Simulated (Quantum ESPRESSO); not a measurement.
Kohn-Sham bands of TiGe$_{2}$ (Fddd)

```xyz
6
Lattice="2.5122 4.3090 0.0000 2.5122 -4.3090 0.0000 -2.5122 0.0000 -4.3796" Properties=species:S:1:pos:R:3 pbc="T T T"
Ti    -1.2561    -2.1545    -2.1898
Ti     2.5122     0.0000     0.0000
Ge    -1.2561     0.7121    -2.1898
Ge    -1.2561     3.5969    -2.1898
Ge     0.0000     1.4424     0.0000
Ge     0.0000    -1.4424     0.0000
```

Structure: Materials Project mp-567889, symmetrised, not relaxed again. COD (Crystallography Open Database) has an entry of this formula and space group (matched by these alone). Computed values, not measurements, from PBEsol: Quantum ESPRESSO (norm-conserving PseudoDojo potentials, cutoff 68 Ry, no spin polarisation, no spin-orbit coupling) on a Γ-centred 4×4×4 mesh, then Wannier90. Density: 8×8×8 mesh, cold smearing 0.01 Ry. Spin-orbit coupling, left out, would split the p-like bands by a few tenths of an eV.

Q: List the Kohn-Sham levels between −8 and 3.0 eV relative to the Fermi level at the high-symmetry points, as a band run of pw.x on that density gives them (levels within 2 meV counted together).

A: 
| point | k (reciprocal lattice) | levels (eV) |
|---|---|---|
| Γ | 0.000 0.000 0.000 | -7.42, -7.06, -5.03, -4.98, -4.45, -3.61, -2.51, -1.97, -1.92, -1.71, -1.44, -0.86, 1.69, 2.30, 2.46, 2.83 |
| Y | 0.500 -0.500 0.000 | -6.33 (×2), -4.53 (×2), -2.31 (×2), -2.30 (×2), -0.83 (×2), 1.12 (×2), 2.36 (×2), 2.83 (×2), 2.90 (×2) |
| T | 0.500 -0.500 -0.500 | -4.67 (×2), -1.47 (×2), -1.17 (×2), -0.59 (×2), 0.98 (×2), 1.84 (×2), 2.24 (×2) |
| Z | 0.000 0.000 -0.500 | -6.22 (×2), -4.65 (×2), -2.80 (×2), -1.59 (×2), -0.87 (×2), 0.91 (×2), 2.79 (×2), 2.87 (×2) |
| Σ_0 | 0.417 0.417 -0.417 | -5.50, -3.38, -2.90, -1.84, -1.33, -0.50, -0.10, 0.08, 0.87, 0.98, 1.50, 2.16, 2.22, 2.70 |
| U_0 | 0.583 -0.417 -0.583 | -5.50, -3.38, -2.90, -1.84, -1.33, -0.50, -0.10, 0.08, 0.87, 0.98, 1.50, 2.16, 2.22, 2.70 |
| C_0 | 0.747 -0.253 -0.247 | -2.69 (×2), -2.13 (×2), -1.78 (×2), -1.37 (×2), 0.98 (×2), 1.77 (×2), 2.24 (×2) |
| A_0 | 0.253 0.253 -0.753 | -2.69 (×2), -2.13 (×2), -1.78 (×2), -1.37 (×2), 0.98 (×2), 1.77 (×2), 2.24 (×2) |
| L | 0.500 0.000 -0.500 | -6.61, -4.83, -4.47, -2.51, -2.44, -1.76, -1.06, -0.03, 0.25, 0.80, 1.30, 1.58, 1.92, 1.96, 2.07, 2.62 |
